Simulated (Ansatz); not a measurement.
**Ge started on a Cs site and Ge started on a Cs site, 7.78 Å apart on the ideal sites in cubic perovskite CsCaF3, 40 atoms, charge 0**

Computed with Ansatz 0.2.0, DFT, PBEsol, PAW, plane waves.

Command:

```sh
ansatz run in.yaml --threads 8 --pin off --max-ram 118750MiB --runs-dir r --events-out ev --progress --plain --backend cuda --devices 0,
```

The input less its lattice and atoms:

```yaml
crystal:
  symmetry: { detect: false }
kpoints:
  mp_grid: { grid: [1, 1, 1], shift: [0.25, 0.25, 0.25] }
hamiltonian:
  xc: pbesol
scf:
  occupations: { method: fermi_dirac, width: 0.01 }
relax:
  f_tol: 0.03
  max_steps: 80
  escape_saddle: false
  adjacent_minimum: "off"
output:
  forces: true
  eigenvalues: true
  populations: true
```

Start:

```
Ge Cs Ca F
1.0
     8.98883    0.00000    0.00000
     0.00000    8.98883    0.00000
     0.00000    0.00000    8.98883
Ge Cs Ca F
2 6 8 24
Direct
  0.00062 0.00020 0.00082
  0.49861 0.50117 0.49899
  0.99914 0.00013 0.49691
  0.00361 0.50577 0.00059
  0.99779 0.50143 0.50498
  0.49764 0.00156 0.99821
  0.49892 0.99877 0.49728
  0.50396 0.50253 0.99842
  0.24715 0.24986 0.24911
  0.25303 0.25287 0.74836
  0.25076 0.74707 0.25034
  0.24957 0.74944 0.75083
  0.74875 0.25016 0.25175
  0.74917 0.25113 0.74926
  0.75074 0.75218 0.24794
  0.74897 0.74913 0.75010
  0.25078 0.24894 0.00174
  0.24774 0.24555 0.50297
  0.24840 0.74829 0.99891
  0.25140 0.74943 0.50072
  0.75023 0.24870 0.00044
  0.74913 0.25041 0.49965
  0.74962 0.74689 0.99836
  0.75195 0.74809 0.50116
  0.99627 0.25402 0.24700
  0.99878 0.25042 0.75434
  0.99606 0.75105 0.25055
  0.99674 0.74715 0.74927
  0.50267 0.25049 0.25159
  0.49965 0.25040 0.74819
  0.49784 0.75091 0.25482
  0.49831 0.74989 0.74893
  0.24833 0.99959 0.25371
  0.24641 0.00093 0.74917
  0.25332 0.49762 0.25110
  0.24668 0.50358 0.75253
  0.75074 0.00203 0.24524
  0.74515 0.00081 0.74822
  0.74760 0.50079 0.24951
  0.74987 0.49955 0.75006
```

Steps:

```tsv
step	energy less the first (eV)	largest force component (eV/Å)
start	0.000	0.329
1	-0.074	0.213
2	-0.128	0.149
3	-0.350	0.422
4	-0.717	0.627
5	-1.229	0.629
6	-1.611	0.767
7	-1.915	0.414
8	-2.053	0.136
9	-2.112	0.155
10	-2.138	0.267
11	-2.204	0.059
12	-2.210	0.092
13	-2.217	0.011
```

A structure on the way, about -0.13 eV from the start:

```
Ge Cs Ca F
1.0
     8.98883    0.00000    0.00000
     0.00000    8.98883    0.00000
     0.00000    0.00000    8.98883
Ge Cs Ca F
2 6 8 24
Direct
  0.00092 0.01019 0.99805
  0.50211 0.50774 0.49006
  0.00033 0.99925 0.50250
  0.99743 0.49850 0.99908
  0.99805 0.50068 0.50027
  0.49994 0.00051 0.99989
  0.49867 0.00017 0.50111
  0.49980 0.49902 0.00049
  0.24903 0.25042 0.25009
  0.24971 0.25027 0.74955
  0.25130 0.75036 0.25071
  0.24882 0.74841 0.75134
  0.74989 0.25057 0.25049
  0.74843 0.24947 0.74956
  0.75168 0.75085 0.24836
  0.74912 0.74995 0.74916
  0.25088 0.24853 0.00080
  0.24663 0.24811 0.50143
  0.24524 0.75454 0.00096
  0.25471 0.74432 0.50067
  0.75308 0.24418 0.99973
  0.74667 0.25405 0.49981
  0.74752 0.74833 0.99936
  0.75016 0.74994 0.49887
  0.99928 0.25214 0.24918
  0.99827 0.24297 0.75851
  0.00009 0.75513 0.24523
  0.99857 0.74904 0.74911
  0.50075 0.25336 0.25433
  0.49834 0.25298 0.74756
  0.50021 0.74778 0.25487
  0.49823 0.74630 0.74708
  0.25021 0.00044 0.25220
  0.24040 0.99950 0.75921
  0.25489 0.50060 0.25395
  0.24837 0.49963 0.75040
  0.75792 0.00069 0.24100
  0.74518 0.00030 0.74786
  0.74518 0.50070 0.25190
  0.74606 0.49899 0.74731
```

End:

```
Ge Cs Ca F
1.0
     8.98883    0.00000    0.00000
     0.00000    8.98883    0.00000
     0.00000    0.00000    8.98883
Ge Cs Ca F
2 6 8 24
Direct
  0.03165 0.03032 0.92628
  0.52921 0.53236 0.42646
  0.99837 0.99893 0.49327
  0.00193 0.50205 0.99973
  0.00110 0.50279 0.49980
  0.50094 0.00318 0.99989
  0.50198 0.00185 0.50021
  0.49824 0.49923 0.99307
  0.24959 0.25083 0.24856
  0.25888 0.25972 0.74799
  0.24223 0.75118 0.24907
  0.25035 0.74309 0.74910
  0.74981 0.24360 0.24987
  0.74279 0.25085 0.74983
  0.75874 0.75979 0.24822
  0.75003 0.75079 0.74901
  0.26884 0.26871 0.99573
  0.23195 0.23390 0.50545
  0.25856 0.74987 0.00054
  0.24891 0.75942 0.50070
  0.74741 0.26099 0.00140
  0.76054 0.24795 0.50132
  0.73256 0.73261 0.00580
  0.76756 0.76926 0.49598
  0.99598 0.26939 0.25812
  0.00228 0.20865 0.79127
  0.99803 0.73713 0.25244
  0.00226 0.73548 0.73904
  0.50181 0.23559 0.24080
  0.49836 0.23715 0.75176
  0.50160 0.70943 0.28992
  0.49634 0.76848 0.75916
  0.26768 0.99725 0.25943
  0.20875 0.00277 0.78952
  0.23483 0.50315 0.23892
  0.23593 0.49899 0.75219
  0.73639 0.99922 0.25168
  0.73431 0.00284 0.74052
  0.70736 0.50306 0.29165
  0.76803 0.49707 0.75831
```

The calculation finished and met its thresholds.

Time: 29 s of wall time on one NVIDIA GB300 with 8 processor threads, on a host shared with other runs; peak host memory 1.9 GiB.

Q: How much energy did the relaxation gain, and which atom moved most?

A: 2.22 eV in 13 steps, from a start with small random displacements (the gain also holds any tilting of the ideal host); atom 1 (Ge) moved 0.77 Å, the median atom 0.12 Å (drift of the whole cell removed).

The run had no spin, and a state with a moment may lie lower. The one k point has no symmetry partners, which can distort the end along one axis.
